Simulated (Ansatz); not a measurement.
Nb:
```
CELL_PARAMETERS angstrom
      0.00000     2.95186     2.95186
      2.95186     0.00000     2.95186
      2.95186     2.95186     0.00000
ATOMIC_POSITIONS crystal
  Nb 0.00000 0.00000 0.00000
  Nb 0.25000 0.25000 0.25000
```

Relaxed with PBE. Special points in fractions of this cell's reciprocal vectors: Γ (0.000, 0.000, 0.000); X (0.500, 0.000, 0.500); U (0.625, 0.250, 0.625); K (0.375, 0.375, 0.750); L (0.500, 0.500, 0.500); W (0.500, 0.250, 0.750).

### Question
List the band energies nearest the Fermi level at these points for the program Ansatz at the PBE with spin–orbit coupling level (PAW).

### Answer
In eV from the Fermi level; about four levels below and three above (degenerate sets whole), none deeper than 8.9 eV; points with the same levels are listed once.

```csv
k,below,above
Γ,-0.54 -0.54 -0.54 -0.54,1.85 1.85 1.93 1.93 1.93 1.93
X,-0.71 -0.71 -0.71 -0.71,0.36 0.36 0.36 0.36
U,-1.15 -1.15 -0.36 -0.36,0.21 0.21 0.96 0.96
L,-0.78 -0.78 -0.76 -0.76,0.66 0.66 2.98 2.98
W,-0.41 -0.41 -0.38 -0.38,0.65 0.65 0.67 0.67
```

Space group Fd-3m (diamond). The start of the workflow was typed in or built on a structure type; neither database checked (COD, Materials Project) lists it. It is not the phase usual at ambient conditions (space group No. 229). Symmetry was held in the PBE relaxation; whether a distortion lowers the energy is not shown. No spin polarisation was allowed.

Potentials: the later of the program's two PAW sets.
